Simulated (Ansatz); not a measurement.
Data:

Fe₂Ge:
```
CELL_PARAMETERS angstrom
      3.50340     0.00000     0.00000
      0.00000     3.50340     0.00000
      0.00000     0.00000     6.25678
ATOMIC_POSITIONS crystal
  Fe 0.00000 0.00000 0.00000
  Fe 0.50000 0.50000 0.00000
  Fe 0.50000 0.00000 0.33824
  Fe 0.00000 0.50000 0.66176
  Ge 0.50000 0.00000 0.72148
  Ge 0.00000 0.50000 0.27852
```
Starting moments (μB, in the order of the atoms Fe Fe Fe Fe Ge Ge): 2.1 2.1 2.0 2.0 -0.2 -0.2.

This is the PBE-relaxed structure.

**Question.** All from the program Ansatz at the PBE level (PAW), unless another level is named. Estimate the electronic character.

**Answer.** metallic (no gap).

**Question.** What about the density of states at the Fermi level?

**Answer.** 0.77 states/eV per atom (mean over ±0.08 eV).

**Question.** And the formation energy from the elements (no fitted shifts)?

**Answer.** -0.030 eV/atom.

Space group P4/nmm. The cell is a constructed one: a structure type filled with these elements; neither database checked (COD, Materials Project) lists it. Whether it is the stable phase at ambient conditions was not checked. The cell was relaxed with PBE under the symmetry of its start; whether a distortion lowers the energy is not shown. Magnetic state: ferromagnetic, chosen from 5 collinear starts compared on coarse meshes (ties went to the first, and starts can fall back to one state), not a proven ground state. The references are the lowest solids computed at this level, not always the standard phases. Spin–orbit coupling is left out wherever it is not named.

Potentials: the later of the program's two PAW sets.
